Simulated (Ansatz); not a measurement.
Relaxed-ion elastic tensor of La (dhcp (α-La type), P6_3/mmc) in GPa (Voigt order), the program Ansatz at the PBE+D3(BJ) level (PAW); density 6.73 g/cm³, 34.25 Å³ per atom.

|  | 1 | 2 | 3 | 4 | 5 | 6 |
|---|---|---|---|---|---|---|
| 1 | 54.1 | 16.7 | 8.1 | 0.0 | 0.0 | 0.0 |
| 2 | 16.7 | 54.1 | 8.1 | 0.0 | 0.0 | 0.0 |
| 3 | 8.1 | 8.1 | 61.0 | 0.0 | 0.0 | 0.0 |
| 4 | 0.0 | 0.0 | 0.0 | 15.8 | 0.0 | 0.0 |
| 5 | 0.0 | 0.0 | 0.0 | 0.0 | 15.8 | 0.0 |
| 6 | 0.0 | 0.0 | 0.0 | 0.0 | 0.0 | 18.7 |

Q: Is the crystal mechanically stable?

A: Yes: the smallest eigenvalue of C is 15.8 GPa.

Q: Work out the Voigt, Reuss and Hill averages.

A: K_V = 26.1, K_R = 26.1, K_H = 26.1; G_V = 19.1, G_R = 18.5, G_H = 18.8 GPa.

Q: Give Young's modulus, Poisson's ratio, Pugh's ratio and the universal anisotropy index.

A: E = 9KG/(3K + G) = 45.5 GPa; ν = 0.21; K/G = 1.39 (brittle by the Pugh limit of 1.75); A_U = 5G_V/G_R + K_V/K_R − 6 = 0.19.

Q: Estimate the sound speeds and the Debye temperature.

A: v_l = √((K + 4G/3)/ρ) = 2760 m/s, v_t = √(G/ρ) = 1670 m/s, mean 1850 m/s; Θ = (h/k)(3n/4πV)^(1/3) v_m = 169 K.

Q: Solve the Christoffel equation for the three sound speeds along x, y, z.

A: Eigenvalues of C_ijkl n_j n_l equal ρv². In km/s, slowest first: x 1.53, 1.67, 2.83; y 1.53, 1.67, 2.83; z 1.53, 1.53, 3.01.

Q: How much does each axis shrink under pressure?

A: Linear compressibilities β_i = Σ_j S_ij (j = 1 to 3): x 13, y 13, z 13 per TPa.

The PBE+D3(BJ) relaxation kept the symmetry of its start. The pairwise dispersion correction was not fitted to metals. As this level gives no gap, shear constants depend on the k-mesh and smearing (Fermi–Dirac, 0.1 eV here). Scalar-relativistic: spin–orbit coupling is off unless named, which matters more the heavier the elements.

Potentials: the later of the program's two PAW sets.
